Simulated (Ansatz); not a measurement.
Wurtzite BBi was relaxed with r2SCAN, strained in 2 ways (changes of length per length), its atoms relaxed again with r2SCAN, and run with PBE in the PAW code Ansatz. No spin polarisation. The prototype was imposed, so other structures may be more stable.

Epitaxial -5.91 % in the xy plane, free normal strain +1.34 %. Input:
```yaml
crystal:
  lattice:
    - [3.6371209351, 0.0, 0.0]
    - [-1.8185604675, 3.1498391264, 0.0]
    - [0.0, 0.0, 6.4606040342]
  atoms:
    - { symbol: B, position: [0.3333333333, 0.6666666667, 0.0051456707] }
    - { symbol: B, position: [0.6666666667, 0.3333333333, 0.5051456707] }
    - { symbol: Bi, position: [0.3333333333, 0.6666666667, 0.3698543293] }
    - { symbol: Bi, position: [0.6666666667, 0.3333333333, 0.8698543293] }
kpoints:
  mp_grid: { grid: [12, 12, 4] }
  band_path:
    path:
      - [0.0, 0.0, 0.0]
      - [0.5, 0.0, 0.0]
      - [0.3333333333, 0.3333333333, 0.0]
      - [0.0, 0.0, 0.5]
      - [0.5, 0.0, 0.5]
      - [0.3333333333, 0.3333333333, 0.5]
    npoints: 1
hamiltonian:
  xc: pbe
scf:
  occupations: { method: fermi_dirac, width: 0.02 }
  n_extra_bands: 5
output:
  forces: true
  stress: true
  eigenvalues: true
```

Main results, then levels in eV from the Fermi energy at the points of the path (names of the unstrained zone, bands numbered from 0):
```
Crystal: 4 atoms, lattice volume = 74.015 Å³
Basis set: ecut = 420 eV, 1437 PW (Γ)
Symmetry: 12 space group operations
Space group: P63mc (ITA 186)
k-points: 57 of 576 (time reversal used)
Free energy (F): -25101.195314 eV
Fermi energy:    12.783881 eV
--- Forces (eV/Å), atoms counted from 1 ---
  atom   1  B       0.00000      0.00000      0.04498
  atom   2  B       0.00000      0.00000      0.04498
  atom   3  Bi      0.00000      0.00000    -0.04496
  atom   4  Bi      0.00000      0.00000    -0.04496
--- Stress (GPa, compression-positive) ---
       17.898988       0.000000       0.000000
        0.000000      17.898988       0.000000
        0.000000       0.000000       1.566794
  P = ⅓ Tr σ = 12.4549 GPa (124.549 kbar)
```
```tsv
point	band_14	band_15	band_16	band_17	band_18	band_19	band_20
Γ	-1.744	-1.088	-0.112	-0.112	0.119	1.071	2.817
M	-6.049	-3.977	-3.930	-2.154	0.764	1.439	2.547
K	-6.625	-4.688	-4.688	-4.639	0.576	3.024	3.024
A	-1.078	-1.078	-1.078	-1.078	1.590	1.590	3.902
L	-3.847	-3.847	-3.183	-3.183	0.208	0.208	2.100
H	-5.825	-5.825	-3.298	-3.298	0.861	0.861	3.121
```

PBE gives a direct gap of 0.23 eV at Γ. The mean pressure at these positions is +12.45 GPa, compression counted positive.

**Question.** Xy shear, engineering strain (angle) -3.16 % gives these blocks instead:
```yaml
crystal:
  lattice:
    - [3.8655765066, -0.0610761088, 0.0]
    - [-1.9856817151, 3.3782255094, 0.0]
    - [0.0, 0.0, 6.3754468436]
  atoms:
    - { symbol: B, position: [0.3347263695, 0.6665180039, 0.0002326321] }
    - { symbol: B, position: [0.6652736305, 0.3334819961, 0.5002326321] }
    - { symbol: Bi, position: [0.3367571461, 0.6670361859, 0.3747673679] }
    - { symbol: Bi, position: [0.6632428539, 0.3329638141, 0.8747673679] }
```
What comes out?

**Answer.**
```
Crystal: 4 atoms, lattice volume = 82.482 Å³
Basis set: ecut = 420 eV, 1627 PW (Γ)
Symmetry: 2 space group operations
Space group: P21 (ITA 4)
k-points: 222 of 576 (time reversal used)
Free energy (F): -25101.693507 eV
Fermi energy:    10.788279 eV
--- Forces (eV/Å), atoms counted from 1 ---
  atom   1  B       0.01294      0.00075    -0.00045
  atom   2  B     -0.01294    -0.00075    -0.00045
  atom   3  Bi      0.01144    -0.00037      0.00046
  atom   4  Bi    -0.01144      0.00037      0.00046
--- Stress (GPa, compression-positive) ---
        1.391609       2.121684       0.000000
        2.121684       1.510792       0.000000
        0.000000       0.000000       1.138009
  P = ⅓ Tr σ = 1.3468 GPa (13.468 kbar)
```
```tsv
point	band_14	band_15	band_16	band_17	band_18	band_19	band_20
Γ	-1.676	-0.315	-0.203	-0.026	0.026	0.245	2.398
M	-5.175	-3.799	-3.192	-1.972	0.289	1.351	3.030
K	-5.760	-4.003	-3.956	-3.732	1.410	3.189	3.276
A	-1.232	-1.232	-0.991	-0.991	0.652	0.652	3.508
L	-3.040	-3.040	-2.919	-2.919	0.391	0.391	2.195
H	-4.949	-4.949	-2.435	-2.435	1.313	1.313	3.920
```
With PBE the gap is 0.05 eV and direct, at Γ. (This is within a few times the smearing of 0.02 eV, so the filling near the edges can be smeared.) The mean pressure at these positions is +1.35 GPa, compression counted positive.

Spin-orbit coupling is left out; in compounds of Pb, Bi, Tl or Hg it can lower a gap by up to about 1 eV, split its edges or invert the bands.

Gaps or overlaps of about a tenth of an eV are at the limit of these meshes: between the points read a gap can be smaller or closed.
